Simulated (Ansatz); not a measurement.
## Structure relaxation, Te$_{2}$Mo

The start is a randomly generated symmetric cell of Te2Mo (space group No. 64). The structure is fully relaxed (lattice and positions, P = 0) with PBE (plane waves to 420 eV, PAW, scalar-relativistic; Ansatz, a first-principles code). First-step values are on the input's coarse k-mesh.

Ansatz input (later rounds restart from its end on a renewed k-mesh):
Ansatz 0.2 input:
```yaml
crystal:
  lattice:
    - [3.33127, -4.4583328, 0]
    - [3.33127, 4.4583328, 0]
    - [0, 0, 7.450098]
  atoms:
    - { symbol: Mo, position: [0, 0, 0] }
    - { symbol: Mo, position: [0.5, 0.5, 0.5] }
    - { symbol: Te, position: [0.04763532, 0.45236468, 0.25] }
    - { symbol: Te, position: [0.45236468, 0.04763532, 0.75] }
    - { symbol: Te, position: [0.95236468, 0.54763532, 0.75] }
    - { symbol: Te, position: [0.54763532, 0.95236468, 0.25] }
basis: { ecutwfc: 420, ecutrho_ratio: 4, xc_grid: 2, fft_grid_basis: typed }
kpoints: { mp_grid: { grid: [5, 5, 3] } }
hamiltonian:
  xc: pbe
  dispersion: none
  pseudopotentials: { kind: paw }
scf: { occupations: { method: fermi_dirac, width: 0.05 } }
relax: { f_tol: 0.01, max_steps: 100, cell: { stress_tol: 0.02 } }
output: { forces: true, stress: true }
```

```yaml
initial_pressure: "-12 GPa (negative: the cell is under tension)"
largest_initial_force: about 0.5 eV/Å, on Te3, Te4, Te5, Te6 (atoms numbered as listed)
outcome: The space group goes from Cmce (No. 64) to Fm-3m (No. 225); the end is AFLOW prototype AB2_cF12_225_a_c (C1, as in CaF2), with 3 atoms in the primitive cell
energy_released: 0.89 eV/atom
volume_change: -33.4 %, from 36.88 to 24.56 Å³/atom
Shortest distances (start → end): "The closest pairs of elements (up to four, under 3.6 Å), start → end: Mo–Te 3.08 → 2.88 Å; Te–Te 3.33 → 3.33 Å"
band_gap_at_the_end: zero (metallic)
optimiser_moves: 15
```

It ends as:

```cif
data_Mo4Te8
_chemical_formula_sum 'Mo4 Te8'
_space_group_name_H-M_alt 'Fm-3m'
_space_group_IT_number 225
_space_group_name_Hall '-F 4 2 3'
_cell_length_a 6.65448
_cell_length_b 6.65448
_cell_length_c 6.65448
_cell_angle_alpha 90.000
_cell_angle_beta 90.000
_cell_angle_gamma 90.000
loop_
_atom_site_label
_atom_site_type_symbol
_atom_site_symmetry_multiplicity
_atom_site_Wyckoff_symbol
_atom_site_fract_x
_atom_site_fract_y
_atom_site_fract_z
_atom_site_occupancy
Mo1 Mo 4 a 0.00000 0.00000 0.00000 1
Te1 Te 8 c 0.25000 0.25000 0.25000 1
```
(The calculation used a cell of 3 atoms; values per cell refer to that cell.)

Final values are on a 12×12×12 k-mesh of the relaxed cell. No spin polarisation in the result. A magnetic state may lie lower.

The run could not lose the symmetry of its start; a randomly shaken copy of 6 atoms returns to this structure.

The relaxed structure here is a generated cell of Te2Mo: the first start was made by a random draw of sites in a space group, and the end was not matched to a known phase here, so it may be hypothetical. Known forms of Te2Mo include space group No. 194.
